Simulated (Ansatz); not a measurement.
Input, command and steps of an Ansatz relaxation.

```yaml
crystal:
  lattice:
    - [3.0964877241, 1.7877580211, 4.0044578466]
    - [-3.0964877241, 1.7877580211, 4.0044578466]
    - [0.0, -3.5755160421, 4.0044578466]
  atoms:
    - { symbol: B, position: [0.0151018127, 0.0151018127, 0.3249404239] }
    - { symbol: B, position: [0.0151018127, 0.3249404239, 0.0151018127] }
    - { symbol: B, position: [0.8217379156, 0.2727458789, 0.8217379156] }
    - { symbol: B, position: [0.8217379156, 0.8217379156, 0.2727458789] }
    - { symbol: B, position: [0.2727458789, 0.8217379156, 0.8217379156] }
    - { symbol: B, position: [0.7272541211, 0.1782620844, 0.1782620844] }
    - { symbol: B, position: [0.1782620844, 0.7272541211, 0.1782620844] }
    - { symbol: B, position: [0.1782620844, 0.1782620844, 0.7272541211] }
    - { symbol: B, position: [0.9848981873, 0.6750595761, 0.9848981873] }
    - { symbol: B, position: [0.9848981873, 0.9848981873, 0.6750595761] }
    - { symbol: B, position: [0.6750595761, 0.9848981873, 0.9848981873] }
    - { symbol: B, position: [0.3249404239, 0.0151018127, 0.0151018127] }
    - { symbol: As, position: [0.6003546047, 0.6003546047, 0.6003546047] }
    - { symbol: As, position: [0.3996453953, 0.3996453953, 0.3996453953] }
basis:
  ecutwfc: 500
kpoints:
  mp_grid: { grid: [6, 6, 6] }
hamiltonian:
  xc: r2scan
scf:
  occupations: { method: gaussian, width: 0.02 }
output:
  forces: true
  stress: true
  eigenvalues: true
relax:
  adjacent_minimum: "off"
  f_tol: 0.01
  max_steps: 30
  cell: { stress_tol: 0.1, fix: [volume] }
```

```bash
ansatz run input.yaml --threads 4 --pin off --max-ram 10240MiB --backend cpu --events-out ev --progress --plain --runs-dir out
```

The calculation used DFT r2SCAN, scalar-relativistic, plane waves, PAW in Ansatz 0.2.0.

The volume is held at 1.03 times that of the relaxed cell.

Of 5 frames 4 are shown, positions in Å and forces in eV/Å; the SCF threshold varies from step to step. Steps run on the plane waves of an earlier cell, with a Pulay correction in the pressure. The basis is chosen afresh for the last frame, the zero of the energies, and at times for earlier ones too; energy and pressure can step there, also at an unchanged geometry. Where two frames share a geometry here, they differ by under 2 meV/atom and 0.3 GPa.

```xyz
14
Lattice="3.0965 1.7878 4.0045 -3.0965 1.7878 4.0045 0.0000 -3.5755 4.0045" Properties=species:S:1:pos:R:3:forces:R:3 pbc="T T T" step=1 free_energy_over_end_meV_per_atom=0.30 pressure_GPa=-5.65
B     0.0000   -1.1078    1.4222    0.0000    0.0085   -0.1308
B    -0.9594    0.5539    1.4222    0.0074   -0.0043   -0.1308
B     1.6999   -0.9815    7.6734    0.1221   -0.0705    0.0171
B     0.0000    1.9629    7.6734    0.0000    0.1410    0.0171
B    -1.6999   -0.9815    7.6734   -0.1221   -0.0705    0.0171
B     1.6999    0.9815    4.3399    0.1221    0.0705   -0.0171
B    -1.6999    0.9815    4.3399   -0.1221    0.0705   -0.0171
B     0.0000   -1.9629    4.3399    0.0000   -0.1410   -0.0171
B     0.9594   -0.5539   10.5912   -0.0074    0.0043    0.1308
B     0.0000    1.1078   10.5912    0.0000   -0.0085    0.1308
B    -0.9594   -0.5539   10.5912    0.0074    0.0043    0.1308
B     0.9594    0.5539    1.4222   -0.0074   -0.0043   -0.1308
As    0.0000    0.0000    7.2123    0.0000    0.0000   -0.0229
As    0.0000    0.0000    4.8011    0.0000    0.0000    0.0229
14
Lattice="3.0916 1.7849 4.0172 -3.0916 1.7849 4.0172 0.0000 -3.5699 4.0172" Properties=species:S:1:pos:R:3:forces:R:3 pbc="T T T" step=2 free_energy_over_end_meV_per_atom=0.07 pressure_GPa=-5.39
B     0.0000   -1.1082    1.4218    0.0000    0.0184   -0.0637
B    -0.9597    0.5541    1.4218    0.0159   -0.0092   -0.0637
B     1.6984   -0.9806    7.6985    0.0375   -0.0217    0.0029
B     0.0000    1.9611    7.6985    0.0000    0.0433    0.0029
B    -1.6984   -0.9806    7.6985   -0.0375   -0.0217    0.0029
B     1.6984    0.9806    4.3530    0.0375    0.0217   -0.0029
B    -1.6984    0.9806    4.3530   -0.0375    0.0217   -0.0029
B     0.0000   -1.9611    4.3530    0.0000   -0.0433   -0.0029
B     0.9597   -0.5541   10.6296   -0.0159    0.0092    0.0637
B     0.0000    1.1082   10.6296    0.0000   -0.0184    0.0637
B    -0.9597   -0.5541   10.6296    0.0159    0.0092    0.0637
B     0.9597    0.5541    1.4218   -0.0159   -0.0092   -0.0637
As    0.0000    0.0000    7.2315    0.0000    0.0000    0.0097
As    0.0000    0.0000    4.8200    0.0000    0.0000   -0.0097
14
Lattice="3.0929 1.7857 4.0138 -3.0929 1.7857 4.0138 0.0000 -3.5713 4.0138" Properties=species:S:1:pos:R:3:forces:R:3 pbc="T T T" step=3 free_energy_over_end_meV_per_atom=0.01 pressure_GPa=-5.35
B     0.0000   -1.1082    1.4198    0.0000    0.0030   -0.0248
B    -0.9597    0.5541    1.4198    0.0026   -0.0015   -0.0248
B     1.6998   -0.9814    7.6920    0.0195   -0.0113    0.0029
B     0.0000    1.9627    7.6920    0.0000    0.0226    0.0029
B    -1.6998   -0.9814    7.6920   -0.0195   -0.0113    0.0029
B     1.6998    0.9814    4.3495    0.0195    0.0113   -0.0029
B    -1.6998    0.9814    4.3495   -0.0195    0.0113   -0.0029
B     0.0000   -1.9627    4.3495    0.0000   -0.0226   -0.0029
B     0.9597   -0.5541   10.6217   -0.0026    0.0015    0.0248
B     0.0000    1.1082   10.6217    0.0000   -0.0030    0.0248
B    -0.9597   -0.5541   10.6217    0.0026    0.0015    0.0248
B     0.9597    0.5541    1.4198   -0.0026   -0.0015   -0.0248
As    0.0000    0.0000    7.2269    0.0000    0.0000   -0.0073
As    0.0000    0.0000    4.8146    0.0000    0.0000    0.0073
14
Lattice="3.0937 1.7861 4.0118 -3.0937 1.7861 4.0118 0.0000 -3.5722 4.0118" Properties=species:S:1:pos:R:3:forces:R:3 pbc="T T T" step=5 free_energy_over_end_meV_per_atom=0.00 pressure_GPa=-5.32
B     0.0000   -1.1084    1.4184    0.0000   -0.0029    0.0012
B    -0.9599    0.5542    1.4184   -0.0025    0.0015    0.0012
B     1.7007   -0.9819    7.6880    0.0019   -0.0011    0.0011
B     0.0000    1.9639    7.6880    0.0000    0.0022    0.0011
B    -1.7007   -0.9819    7.6880   -0.0019   -0.0011    0.0011
B     1.7007    0.9819    4.3474    0.0019    0.0011   -0.0011
B    -1.7007    0.9819    4.3474   -0.0019    0.0011   -0.0011
B     0.0000   -1.9639    4.3474    0.0000   -0.0022   -0.0011
B     0.9599   -0.5542   10.6170    0.0025   -0.0015   -0.0012
B     0.0000    1.1084   10.6170    0.0000    0.0029   -0.0012
B    -0.9599   -0.5542   10.6170   -0.0025   -0.0015   -0.0012
B     0.9599    0.5542    1.4184    0.0025    0.0015    0.0012
As    0.0000    0.0000    7.2236    0.0000    0.0000   -0.0040
As    0.0000    0.0000    4.8118    0.0000    0.0000    0.0040
```

The run took 27 s on 4 threads of Oxide Virtual Turin-like Processor (Zen 5), with other jobs on the host, peak memory 0.93 GiB.